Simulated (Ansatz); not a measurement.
MoPd (rock salt, Fm-3m), r²SCAN (plane waves, PAW; program Ansatz), all energies at zero smearing, with the estimated change up to a 700 eV cutoff added, with one set of potentials and settings (totals compare only within such a set). Cell of 2 atoms (1 Pd, 1 Mo): -11950.998 eV.

| element | reference phase | E (eV/atom) |
|---|---|---|
| Pd | Fm-3m, 1 atoms in the cell | -6985.7456 |
| Mo | Im-3m, 1 atoms in the cell | -4967.5975 |

Formation energy per atom, worked out: (-11950.998 − 1×(-6985.7456) − 1×(-4967.5975))/2 = 1.173 eV/atom (113 kJ per mol of atoms), at 0 K, without zero-point energy or fitted corrections.

The start of the workflow was typed in or built on a structure type; neither database checked (COD, Materials Project) lists it. Its standing as an ambient phase is unchecked. The r²SCAN relaxation kept the symmetry of its start. At this level the phase is mechanically unstable. The run is not spin-polarised. The volume moved by 15 % from the start of the relaxation. Its formation energy is positive at this level, so the cell may be metastable or incomplete. The references are the lowest solids computed at this level, not always the standard phases.

Potentials: the later of the program's two PAW sets.
